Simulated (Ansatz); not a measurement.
Q: Mn3GeN (anti-perovskite, Pm-3m) is relaxed with DFT-PBEsol in the program Ansatz with PAW potentials. What lattice parameters of the conventional cell result?

A: a = 3.717 Å.

These are the values of the symmetrised cell.

Q: Is it a metal or does it have a gap at this level?

A: No gap at this level.

The start of the workflow was typed in or built on a structure type; neither database checked (COD, Materials Project) lists it. Whether it is the stable phase at ambient conditions was not checked. The PBEsol relaxation kept the symmetry of its start; its stability against distortions is not shown here. Spin order of the final state: ferromagnetic, chosen from 4 collinear starts compared on coarse meshes (ties went to the first, and starts can fall back to one state), not a proven ground state. The volume moved by -16 % from the start of the relaxation. No Hubbard U is applied. Spin–orbit coupling is left out wherever it is not named.

Potentials: the earlier of the program's two PAW sets. The files were generated under PBE; for other functionals the program regenerates the frozen cores, and for LDA and PBEsol the local potential too.
